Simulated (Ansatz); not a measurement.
BaCrS$_{2}$:
```
CELL_PARAMETERS angstrom
      4.50381     0.00000     0.00000
      0.00000     4.50381     0.00000
      0.00000     0.00000     8.94468
ATOMIC_POSITIONS crystal
  Ba 0.00000 0.00000 0.30736
  Ba 0.50000 0.50000 0.69263
  Cr 0.50000 0.50000 0.08733
  Cr 0.00000 0.00000 0.91265
  S  0.50000 0.00000 0.99998
  S  0.00000 0.50000 0.99998
  S  0.50000 0.50000 0.34878
  S  0.00000 0.00000 0.65120
```
The run is spin-polarised; directions of the spins, atom by atom: 0 0 ↓ ↑ 0 0 0 0.

Relaxed with PBEsol.

Tabulate the valence density and the electron localisation function along the shortest Cr–S contact (2.34 Å), plane-wave PAW PBEsol (Ansatz code).



```csv
distance from Cr (Å),density (e/Å³),ELF
0.23,17.27,0.92
0.35,12.26,0.87
0.47,7.65,0.78
0.58,4.22,0.63
0.70,2.08,0.43
0.82,1.00,0.24
0.94,0.60,0.17
1.05,0.51,0.23
1.17,0.52,0.44
1.29,0.61,0.68
1.40,0.76,0.81
1.52,0.94,0.84
1.64,1.11,0.82
1.75,1.18,0.74
1.87,1.08,0.55
1.99,0.80,0.25
2.10,0.41,0.05
```

The density is the valence pseudo-density with augmentation charge, so density and ELF within about 1 Å of a nucleus are not all-electron values.

Space group P4/nmm. The workflow started from an entry of the Crystallography Open Database (COD); the relaxed space group is not among those it files for this formula. COD files the formula under space group No. 59. Its standing as an ambient phase is unchecked. The cell was relaxed with PBEsol under the symmetry of its start, as lowered by the spin order; its stability against distortions is not shown here. The final state is antiferromagnetic, chosen from 5 collinear starts compared on coarse meshes (ties went to the first, and starts can fall back to one state), not a proven ground state. No Hubbard U is applied. Spin–orbit coupling is left out wherever it is not named.

Potentials: the later of the program's two PAW sets.
